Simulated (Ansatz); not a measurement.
**Cr2O3: predicting SCF behaviour**

Cr2O3 is taken as an experimental structure (space group R-3c), 10 atoms in the cell. Sizeable forces remain on the atoms, so the positions aren't those of the computed minimum. The computed pressure is over 10 GPa in size, so the cell is far from the computed equilibrium volume (the chosen U may not suit it). Source: COD entry 9016609; the sample's temperature and pressure aren't taken into account, and it need not be the stable phase.

```yaml
crystal:
  lattice:
    - [2.47550, 1.42923, 4.52187]
    - [-2.47550, 1.42923, 4.52187]
    - [0.00000, -2.85846, 4.52187]
  atoms:
    - { symbol: Cr, position: [0.34766, 0.34766, 0.34766] }
    - { symbol: Cr, position: [0.15234, 0.15234, 0.15234] }
    - { symbol: Cr, position: [0.65234, 0.65234, 0.65234] }
    - { symbol: Cr, position: [0.84766, 0.84766, 0.84766] }
    - { symbol: O, position: [0.55510, 0.94490, 0.25000] }
    - { symbol: O, position: [0.25000, 0.55510, 0.94490] }
    - { symbol: O, position: [0.94490, 0.25000, 0.55510] }
    - { symbol: O, position: [0.44490, 0.05510, 0.75000] }
    - { symbol: O, position: [0.75000, 0.44490, 0.05510] }
    - { symbol: O, position: [0.05510, 0.75000, 0.44490] }
```

Numbers behind element symbols give the atom's place in this list.

The calculation used DFT, PBE+U, PAW, plane waves, scalar-relativistic in Ansatz.

```yaml
Hubbard_term_Dudarev_form: U − J = 4 eV on Cr d, on Löwdin-orthonormalised all-electron atomic orbitals
Plane-wave_cutoff: 420 eV
k-point_mesh: 4×4×4 (Γ-centred)
Occupations: Fermi–Dirac smearing, 0.02 eV
Valence_electrons: 92
Spin: collinear, starting moments Cr1 3.00, Cr2 3.00, Cr3 3.00, Cr4 3.00 μB
```

Moments by site are taken inside atomic spheres; the rest lies between them.

The starting density is a sum of atomic densities. β is the mixing step of the charge; the magnetisation has a step of its own, which the program sets unless it is named.

A static U favours moments and orbital order; the result depends on U and need not be the measured state. Only one magnetic start was run, with no search, so the state need not be the lowest.

Default run: converged in 10 iterations, ferromagnetic, site moments Cr1 2.48, Cr2 2.48, Cr3 2.48, Cr4 2.48 μB, total 12.00 μB per cell, a gap of 2.63 eV on the k-mesh. The search for lower states is off, and runs that name a mixer don't switch to direct minimisation.

Change to linear mixing, β 0.2, no preconditioner (limit 100 iterations). Does it converge, and to what?

Converged in 59 iterations: the same free energy.

What happens with tetrahedron occupations (limit 100 iterations)?

Converged in 10 iterations: free energy unchanged, zero-width estimate unchanged.

Change to Broyden, β 0.5, preconditioner LDOS (limit 100 iterations). Does it converge, and to what?

Converged in 14 iterations: the same free energy.

Change to Broyden, β 0.3, history 4, no preconditioner (limit 100 iterations). Does it converge, and to what?

Converged in 15 iterations: the same free energy.

Rank these settings by the iterations they needed, fewest first.
A. Broyden, β 0.5, preconditioner LDOS
B. Broyden, β 0.4, magnetisation mixing 0.4
C. Broyden, β 0.4, magnetisation mixing 2.0
D. linear mixing, β 0.2, no preconditioner
E. Broyden, β 0.3, history 4, no preconditioner

B (13), A (14), E (15), C (18), D (59).

Command:
```sh
ansatz run input.yaml --threads 2 --pin off --max-ram 5120MiB --backend cpu --events-out ev --progress --plain --runs-dir out
```

Machine: 2 threads of Intel(R) Xeon(R) Platinum 8488C (Sapphire Rapids), on a shared host.

About how long does the default run take there, and how much memory does it need?

6.8 s, 0.56 GiB (10 iterations, 13 k-points after symmetry).
